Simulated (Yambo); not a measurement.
Bethe-Salpeter results for PbF2

```
CELL_PARAMETERS angstrom
      0.00000     2.94666     2.94666
      2.94666     0.00000     2.94666
      2.94666     2.94666     0.00000
ATOMIC_POSITIONS crystal
  F  0.75000 0.75000 0.75000
  F  0.25000 0.25000 0.25000
  Pb 0.00000 0.00000 0.00000
```

Cell and atoms were relaxed with PBEsol from Materials Project entry mp-315, within its symmetry.

BSE in Yambo on PBE (pw.x of Quantum ESPRESSO, ONCV potentials, scalar-relativistic) bands: 8×8×8 mesh, 7 valence and 4 conduction bands, static screening with 31 bands and a 4 Ry block, scissor 1.95 eV, Tamm-Dancoff; field along x.

| state | energy (eV) | states within 2 meV | relative strength | class | main transitions |
|---|---|---|---|---|---|
| 1 | 5.89 | 3 | 1.00 | strong | VB → CB (97 %) |
| 2 | 6.17 | 3 | 0.53 | strong | VB → CB (97 %) |
| 3 | 6.28 | 1 | < 0.01 | dark | VB → CB (99 %) |
| 4 | 6.30 | 5 | 0.06 | strong | VB → CB (99 %) |
| 5 | 6.31 | 3 | < 0.01 | dark | VB → CB (98 %) |
| 6 | 6.33 | 3 | < 0.01 | dark | VB → CB (99 %) |
| 7 | 6.44 | 3 | < 0.01 | dark | VB → CB (100 %) |

These are vertical excitations (zero momentum); the indirect quasiparticle gap, about 6.35 eV, is smaller than the direct one (6.54 eV on the GW mesh). The direct quasiparticle gap on this mesh is 6.53 eV; counted from there, state 1 is bound by 0.64 eV. Convergence with the mesh was not shown.

Spin singlets only. Strengths are relative to the strongest of the lowest states of this run; strong means a line over 3 % of the spectrum's maximum, dark under 0.03 %. Absolute energies carry the error of the G0W0 scissor, whose convergence isn't established.

Spin-orbit coupling is left out; with 6p states at a band edge it can lower the gap by many tenths of an eV, most of a small gap.

Bands and orbitals come from the standard potentials; the scissor and the G0W0 gaps come from a run at the same geometry on the stringent ones, which hold whole semicore shells in the valence.
